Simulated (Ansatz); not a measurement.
**GaIr: energy along a strain**

GaIr, Pm-3m, a = 3.004 Å (as given, not relaxed at this level: 5.7 GPa). The structure is a COD entry; whether it is the stable form wasn't checked. Ansatz: r2SCAN, PAW, 500 eV, Γ-centred 16×16×16 mesh on 2 atoms, Gaussian smearing 0.15 eV; no spin polarisation. Cell vectors (Å): 3.004 0.000 0.000; 0.000 3.004 0.000; 0.000 0.000 3.004. The cell is strained by x per cent times the pattern (1 0 0 0 0 0) in the order xx yy zz yz xz xy (engineering shears), with fractional coordinates held. y is the free energy over the start, V0 = 13.554 Å³/atom. Points with a strain past 8.5 % were computed too (3) and aren't used here.

```tsv
x (%)	y (meV/atom)
-7.50	?
-5.00	69.66
-2.50	22.35
0.00	0.00
2.50	-4.91
5.00	2.61
7.50	21.33
```

**Question.** Fit y = c1 x + c2 x² + c3 x³ to the other rows, get the stiffness along the pattern, and predict the missing energy.

**Answer.** Least squares on the rows shown. y = −5.4115 x + 1.4533 x² − 0.047623 x³. The clamped-ion stiffness p·C·p = 2 × 14.53 eV × 160.2 / 13.554 Å³ = 344 GPa, which is C11 in these axes (second derivative at the start, which stands under stress). With a term in x⁴ added, the coefficient of x² becomes 1.365, 6 % less, which shows how far this figure hangs on the form. At x = -7.50 the fit asked for gives 142.43 meV/atom. The run gave 148.02 meV/atom, so the fit is 5.59 meV/atom too low, 3.7 % of the span of the series, against an rms of 0.59 meV/atom on the fitted rows. The row lies outside the fitted range. With a term in x⁴ added, a fit to the same known rows predicts 152.88 meV/atom, which misses by about as much or more on the other side: the known rows don't fix the higher terms.

Spin–orbit coupling is left out, which can shift energies with elements as heavy as these.